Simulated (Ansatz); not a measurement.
Values for one crystal, relaxed and computed with DFT-r²SCAN+D4 in the program Ansatz with PAW potentials; other levels are named.

- Volume per atom = 14.03 Å³
- Band gap = 7.29 eV (indirect)
- Smallest direct gap on the standard path = 7.74 eV
- Electron effective mass = 0.65, 0.65, 0.83 mₑ (principal values)
- Pressure derivative B′ = 6.6
- HSE06 gap on the r²SCAN+D4 cell = 8.42 eV
- Conduction-band minimum = at Γ

Which of these materials gives this?
(A) C3H, P6/mmm (C on 6l, C on 6l, H on 6l, C on 6l)
(B) LuIO, P4/nmm (Lu on 2c, I on 2c, O on 2b)
(C) CO2, P4_2/mnm (C on 2a, O on 4f)
(D) V2O5, C2/m (V on 4i, O on 2c, O on 4i, O on 4i)

C, CO2, P4_2/mnm (C on 2a, O on 4f)

The first step of the workflow began from a Materials Project structure, measured or hypothetical; the Crystallography Open Database copy checked does not list it. COD files the formula under space group No. 122, 205. The r²SCAN+D4 relaxation kept the symmetry of its start; its stability against distortions is not shown here. The substance is a gas or liquid at ambient conditions.

Potentials: the later of the program's two PAW sets.
